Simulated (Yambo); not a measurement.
Quantum ESPRESSO input (LDA, PseudoDojo standard norm-conserving files, scalar-relativistic) whose wavefunctions are converted with p2y:

```
&CONTROL
  calculation = 'nscf'
  pseudo_dir = './pseudo'
  outdir = './out'
/
&SYSTEM
  ibrav = 0
  nat = 10
  ntyp = 4
  ecutwfc = 88.0
  ecutrho = 352.0
  occupations = 'fixed'
  force_symmorphic = .true.
  nbnd = 320
/
&ELECTRONS
  conv_thr = 1e-08
  diago_full_acc = .true.
  diago_thr_init = 1e-08
/
ATOMIC_SPECIES
F 18.9984 F.upf
Na 22.9898 Na.upf
Sc 44.9559 Sc.upf
Rb 85.4678 Rb.upf
CELL_PARAMETERS angstrom
  0.000000000000   4.374530000000   4.374530000000
  4.374530000000   0.000000000000   4.374530000000
  4.374530000000   4.374530000000   0.000000000000
ATOMIC_POSITIONS crystal
F   0.766770000000   0.233230000000   0.233230000000
F   0.233230000000   0.766770000000   0.766770000000
F   0.233230000000   0.766770000000   0.233230000000
F   0.766770000000   0.233230000000   0.766770000000
F   0.233230000000   0.233230000000   0.766770000000
F   0.766770000000   0.766770000000   0.233230000000
Na   0.500000000000   0.500000000000   0.500000000000
Sc   0.000000000000   0.000000000000   0.000000000000
Rb   0.750000000000   0.750000000000   0.750000000000
Rb   0.250000000000   0.250000000000   0.250000000000
K_POINTS automatic
1 1 1 0 0 0
```

Yambo's initialisation report on symmetry, reciprocal space, the k grid and the gaps on this mesh:

```
  [02.02] Symmetries
  ==================

  Inversion symmetry    : yes
  Spatial inversion     : yes
  Inversion index       :  25
  K-space Time-reversal : no
  Magnetic symmetries   : no
  Group table correct   : yes
  Symmetries units      :  [cc]

  [02.03] Reciprocal space
  ========================

  nG shells         :   815
  nG charge         :  126165
  nG WFs            :  15665
  nC WFs            :  15665
  G-vecs. in first 80 shells:  [ Number ]
     1    9   15   27   51   59   65   89  113
    137   169   181   229   259   283   307   331   339
    387   411   459   531   537   561   609   645   701
    725   749   821   869   893   941   965  1037  1067
   1139  1211  1243  1291  1363  1411  1459  1471  1591
   1639  1687  1759  1807  1837  1893  1917  1989  2085
   2109  2133  2229  2277  2397  2421  2445  2565  2637
   2685  2733  2741  2837  2891  2975  3071  3119  3143
    3215   3287   3383   3479   3527   3647   3695   3719
  ...
  Shell energy in first 80 shells:  [ mHa ]
    0.00000      216.636      288.848      577.696      794.332      866.544      1155.39      1372.03      1444.24
    1733.09      1949.72      2310.78      2527.42      2599.63      2888.48      3105.11      3177.33      3466.17
    3682.81      3755.02      4043.87      4260.51      4621.57      4838.20      4910.41      5199.26      5415.90
    5488.11      5776.96      5993.59      6065.81      6354.65      6571.29      6932.35      7148.99      7221.20
    7510.05      7726.68      7798.89      8304.38      8376.59      8665.44      8882.07      9243.13      9459.77
    9531.98      9820.83      10037.5      10109.7      10398.5      10615.2      10687.4      10976.2      11192.9
    11553.9      11770.6      11842.8      12131.6      12348.2      12420.5      12709.3      12925.9      12998.2
    13287.0      13503.6      13864.7      14081.3      14153.5      14442.4      14659.0      14731.2      15020.1
    15236.7      15308.9      15597.8      15814.4      16175.5      16392.1      16464.3      16753.2
  ...

  [02.04] K-grid lattice
  ======================

  Compatible Grid is   : 0D
  K lattice UC volume  :  0.219543 [a.u.]

  IBZ K-points                                      :  1
  BZ  K-points                                      :  1

  K/Q-points units:
  rlu = crystal or reduced units; cc = cartesian coordinates; iku = interal k-units

  K [1]          [rlu]:  0.000000  0.000000  0.000000
         WF components:  15665

  [02.05] Energies & Occupations
  ==============================

  [X] === General ===
  [X] Electronic Temperature                        :  0.000000  0.000000 [eV K]
  [X] Bosonic    Temperature                        :  0.000000  0.000000 [eV K]
  [X] Finite Temperature mode                       : no
  [X] El. density                                   :  0.47782E+24 [cm-3]
  [X] Fermi Level                                   :  1.199506 [eV]

  [X] === Gaps and Widths ===
  [X] Conduction Band Min                           :  6.547501 [eV]
  [X] Valence Band Max                              :  0.000000 [eV]
  [X] Filled Bands                                  :   40
  [X] Empty Bands                                   :    41   320
  [X] Direct Gap                                    :  6.547501 [eV]
  [X] Direct Gap localized at k                     :  1
```
The gaps are LDA values on this mesh alone; only operations without fractional translations are kept.

Geometry of the Materials Project entry, not relaxed at this level.
